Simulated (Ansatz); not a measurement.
Simulated powder pattern, Cu Kα, λ = 1.54184 Å (kinematic, ideal powder, no thermal factors, no anomalous dispersion; the 30 strongest lines at most, above 1 %, up to 2θ = 90°):

```json
[
 {"2θ (°)": "18.40", "d (Å)": "4.822", "I/Imax (%)": "6.3"},
 {"2θ (°)": "28.63", "d (Å)": "3.118", "I/Imax (%)": "56"},
 {"2θ (°)": "34.70", "d (Å)": "2.585", "I/Imax (%)": "5.0"},
 {"2θ (°)": "37.30", "d (Å)": "2.411", "I/Imax (%)": "21"},
 {"2θ (°)": "41.32", "d (Å)": "2.185", "I/Imax (%)": "100"},
 {"2θ (°)": "43.59", "d (Å)": "2.077", "I/Imax (%)": "49"},
 {"2θ (°)": "43.95", "d (Å)": "2.060", "I/Imax (%)": "48"},
 {"2θ (°)": "44.32", "d (Å)": "2.044", "I/Imax (%)": "38"},
 {"2θ (°)": "49.55", "d (Å)": "1.840", "I/Imax (%)": "15"},
 {"2θ (°)": "57.33", "d (Å)": "1.607", "I/Imax (%)": "4.2"},
 {"2θ (°)": "57.48", "d (Å)": "1.603", "I/Imax (%)": "2.9"},
 {"2θ (°)": "58.98", "d (Å)": "1.566", "I/Imax (%)": "3.6"},
 {"2θ (°)": "59.27", "d (Å)": "1.559", "I/Imax (%)": "11"},
 {"2θ (°)": "62.05", "d (Å)": "1.496", "I/Imax (%)": "3.4"},
 {"2θ (°)": "63.63", "d (Å)": "1.462", "I/Imax (%)": "16"},
 {"2θ (°)": "64.19", "d (Å)": "1.451", "I/Imax (%)": "32"},
 {"2θ (°)": "70.14", "d (Å)": "1.342", "I/Imax (%)": "9.6"},
 {"2θ (°)": "72.03", "d (Å)": "1.311", "I/Imax (%)": "4.8"},
 {"2θ (°)": "75.21", "d (Å)": "1.263", "I/Imax (%)": "4.1"},
 {"2θ (°)": "76.66", "d (Å)": "1.243", "I/Imax (%)": "3.2"},
 {"2θ (°)": "77.44", "d (Å)": "1.232", "I/Imax (%)": "8.0"},
 {"2θ (°)": "77.96", "d (Å)": "1.226", "I/Imax (%)": "10"},
 {"2θ (°)": "79.52", "d (Å)": "1.205", "I/Imax (%)": "15"},
 {"2θ (°)": "81.07", "d (Å)": "1.186", "I/Imax (%)": "7.9"},
 {"2θ (°)": "82.10", "d (Å)": "1.174", "I/Imax (%)": "4.9"},
 {"2θ (°)": "82.23", "d (Å)": "1.172", "I/Imax (%)": "4.4"},
 {"2θ (°)": "83.64", "d (Å)": "1.156", "I/Imax (%)": "9.5"},
 {"2θ (°)": "85.43", "d (Å)": "1.136", "I/Imax (%)": "2.9"},
 {"2θ (°)": "86.33", "d (Å)": "1.127", "I/Imax (%)": "14"},
 {"2θ (°)": "86.84", "d (Å)": "1.122", "I/Imax (%)": "11"}
]
```

The pattern belongs to a structure relaxed with PBE (plane waves, PAW; program Ansatz).

**Question.** Which compound is it?
(A) CoW, Cmcm (W on 4c, Co on 4c)
(B) FeCo, CsCl type
(C) TaTe, Cmcm (Te on 4c, Ta on 4c)
(D) TiSi2, Cmcm (Ti on 4c, Si on 4c, Si on 4c)

**Answer.** A, CoW, Cmcm (W on 4c, Co on 4c)

**Question.** Give the lattice parameters.

**Answer.** a = 2.683 Å, b = 9.643 Å, c = 4.088 Å.

The start of the workflow was typed in or built on a structure type; neither database checked (COD, Materials Project) lists it. Whether it is the stable phase at ambient conditions was not checked. Symmetry was held in the PBE relaxation; its stability against distortions is not shown here. The workflow began spin-polarised and lost its moments. Axis ratios of metals converge slowly with the k-mesh, so a and c are less sure than the volume. Spin–orbit coupling is left out wherever it is not named.

Potentials: the earlier of the program's two PAW sets.
